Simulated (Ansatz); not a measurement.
Cutoff convergence: HfC

System: HfC (rock salt type, first atom moved by 0.06 Å along [111]), 2 atoms in the cell.

```xyz
2
Lattice="0.0000 2.3250 2.3250 2.3250 0.0000 2.3250 2.3250 2.3250 0.0000" Properties=species:S:1:pos:R:3 pbc="T T T"
Hf    0.0346    0.0346    0.0346
C     2.3250    2.3250    2.3250
```

Method: HSE06, plane waves, PAW datasets (generated soft set 1) (Ansatz).

Exchange singularity: Wigner-Seitz; k-mesh 4×4×4 Γ-centred; Fermi–Dirac smearing of 0.1 eV; no spin polarisation; no spin–orbit coupling.

```tsv
cutoff (eV)	E − E(top) (meV/atom)	pressure at fixed basis (GPa)	corrected pressure (GPa)	rms force change (meV/Å)
280	263.7	-23.88	-1.07	49.5
300	129.5	-13.07	-0.58	4.8
320	64.9	-6.77	-0.61	22.8
340	31.4	-3.63	-0.72	10.0
380	7.1	-1.31	-0.41	0.3
420	1.7	-0.77	-0.56	1.1
480	0.3	-0.62	-0.60	0.0
560	0.0	-0.62	-0.60	0.0
```

Against the 560 eV run, total energies lie within 1 meV/atom from 480 eV on. Forces lie within 5 meV/Å (rms) from 380 eV on. The pressure at a fixed basis moves by -23.26 GPa at 280 eV.

The k-mesh is coarse, so these values belong to this mesh and can lie far from the converged ones.
